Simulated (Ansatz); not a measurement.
The elements of this relaxed trial crystal are hidden behind letters.

```
lattice vectors (Å)
   2.9082   -4.0257    0.0000
   2.9082    4.0257    0.0000
  -0.7552    0.0000    2.8011
fractional positions
X 0.7868 0.2132 0.0000
X 0.2132 0.7868 0.0000
Z 0.7092 0.7092 0.4345
Z 0.2908 0.2908 0.5655
```

Level of theory: Ansatz, DFT PBE, scalar-relativistic, plane waves, PAW. Cutoff 420 eV, Γ-centred 10×10×16 mesh (4-atom cell), Gaussian smearing of 0.10 eV, no spin polarisation.

```
Space group                                 : C2/m (No. 12)
Conventional cell                           : a = 5.816 Å, b = 8.051 Å, c = 2.901 Å, β = 105.1°
Volume per atom                             : 16.40 Å³
Density                                     : 18.79 g/cm³
Formation energy                            : −0.15 eV/atom
Gap on the 10×10×16 mesh of the 4-atom cell : 0 eV (a metal)
```

Energies are uncorrected and count from the elements' standard states at the same level.

Question: X is a d-block element of period 6 and Z is a d-block element of period 6. Which elements are they?

Answer: X = Ta, Z = Os, so the formula is TaOs. Density times volume gives a mean mass of 18.79 × 16.40/1.6605 = 185.6 u per atom, and this set has 185.6 u. Ta is surrounded by 6 Os at 2.66–2.92 Å, 4 Ta at 2.90–2.97 Å, 2 Os at 3.25 Å and 3 Ta at 3.43–3.58 Å; Os has 1 Os at 2.56 Å, 6 Ta at 2.66–2.92 Å, 3 Os at 2.90–3.01 Å, 2 Ta at 3.25 Å and 1 Os at 3.30 Å. Swapping Ta and Os leaves the mass as it is, so only the distances can place them.

Spin–orbit coupling, which can matter for Os and Ta, is left out. This cell was reached by moving the atoms of another relaxed cell at random and relaxing again, last within the group found; it had no such test of its own.
